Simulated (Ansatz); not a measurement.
**LiAg4, before and after**

A trial structure of LiAg4 was built thus: random cell by space group and Wyckoff sites (Pm-3m, No. 221). Its size is a rough estimate.

start.cif

```cif
data_structure
_symmetry_space_group_name_H-M 'P 1'
_symmetry_Int_Tables_number 1
_cell_length_a 4.6124
_cell_length_b 4.6124
_cell_length_c 4.6124
_cell_angle_alpha 90.000
_cell_angle_beta 90.000
_cell_angle_gamma 90.000
_cell_volume 98.13
loop_
_atom_site_label
_atom_site_type_symbol
_atom_site_fract_x
_atom_site_fract_y
_atom_site_fract_z
_atom_site_occupancy
Li1 Li 0.00000 0.00000 0.00000 1
Ag1 Ag 0.00000 0.50000 0.50000 1
Ag2 Ag 0.50000 0.00000 0.50000 1
Ag3 Ag 0.50000 0.50000 0.00000 1
Ag4 Ag 0.50000 0.50000 0.50000 1
```

The calculation used DFT PBE, scalar-relativistic, plane waves, PAW in Ansatz. Cutoff 420 eV, Gaussian smearing, Γ-centred meshes. Cell and atoms relax first on a coarse mesh and then on a finer one. In between, the cell is made exact in the group found at 0.06 Å. In metals the finer mesh still leaves noise of several meV/atom or more. The steps can't lower the symmetry of their start. No spin polarisation.

end.cif

```cif
data_structure
_symmetry_space_group_name_H-M 'P 1'
_symmetry_Int_Tables_number 1
_cell_length_a 5.1600
_cell_length_b 5.1600
_cell_length_c 5.1600
_cell_angle_alpha 90.000
_cell_angle_beta 90.000
_cell_angle_gamma 90.000
_cell_volume 137.39
loop_
_atom_site_label
_atom_site_type_symbol
_atom_site_fract_x
_atom_site_fract_y
_atom_site_fract_z
_atom_site_occupancy
Li1 Li 0.00000 0.00000 0.00000 1
Ag1 Ag 0.00000 0.50000 0.50000 1
Ag2 Ag 0.50000 0.00000 0.50000 1
Ag3 Ag 0.50000 0.50000 0.00000 1
Ag4 Ag 0.50000 0.50000 0.50000 1
```

The symmetry stays Pm-3m (No. 221). The volume per atom grows by 40.0 %, from 19.6 to 27.5 Å³. The shortest distance goes from 2.31 Å (Ag–Ag) to 2.58 Å (Ag–Ag). The energy falls by about 0.52 eV/atom (the start's value is from the coarse mesh).

* Volume per atom: 27.48 Å³
* Density: 5.30 g/cm³
* Energy over the elements: +0.47 eV/atom
* Gap on the 8×8×8 mesh of the 5-atom cell: 0 eV (a metal)

The zero of energy is the elements' standard structures at the same level; no fitted shifts are applied. It can't be a ground state, since the elements alone are lower.

The last run used Gaussian smearing of 0.10 eV. Symmetry constrained the relaxation, so the result can be a saddle point. In all, the 3 runs took 71 s on 1 thread of Arm Neoverse V1, with other jobs on the host.
